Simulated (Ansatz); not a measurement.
YN:
```cif
data_N2Y2
_chemical_formula_sum 'Y2 N2'
_space_group_name_H-M_alt 'P63/mmc'
_space_group_IT_number 194
_space_group_name_Hall '-P 6c 2c'
_cell_length_a 3.98947
_cell_length_b 3.98947
_cell_length_c 4.86556
_cell_angle_alpha 90.000
_cell_angle_beta 90.000
_cell_angle_gamma 120.000
loop_
_atom_site_label
_atom_site_type_symbol
_atom_site_symmetry_multiplicity
_atom_site_Wyckoff_symbol
_atom_site_fract_x
_atom_site_fract_y
_atom_site_fract_z
_atom_site_occupancy
Y1 Y 2 d 0.66667 0.33333 0.25000 1
N1 N 2 c 0.33333 0.66667 0.25000 1
```

Relaxed at zero pressure with DFT-PBEsol in the program Ansatz with PAW potentials.

Task: The volume is raised by 9 % and shape and atoms relax at that volume. What pressure results, and how do the axes share the change?

Result: -10.0 GPa; a 3.2 %, b 3.2 %, c 2.4 %; the energy rises by 51 meV/atom.

Task: Give the new structure.

Result: 
Space group P6₃/mmc (No. 194); a = b = 4.1156 Å, c = 4.9834 Å, α = β = 90.00°, γ = 120.00°

```csv
atom,site,symmetry,x,y,z
Y,2d,-6m2,0.6667,0.3333,0.2500
N,2c,-6m2,0.3333,0.6667,0.2500
```

The phase is kept; no other phase was compared at this pressure.

Space group P6_3/mmc. The workflow started from a Materials Project entry (that database holds measured and hypothetical structures alike); the Crystallography Open Database copy checked does not list it. COD files the formula under space group No. 225. Whether it is the stable phase at ambient conditions was not checked. The PBEsol relaxation kept the symmetry of its start; whether a distortion lowers the energy is not shown. The run is not spin-polarised.

Potentials: the later of the program's two PAW sets.
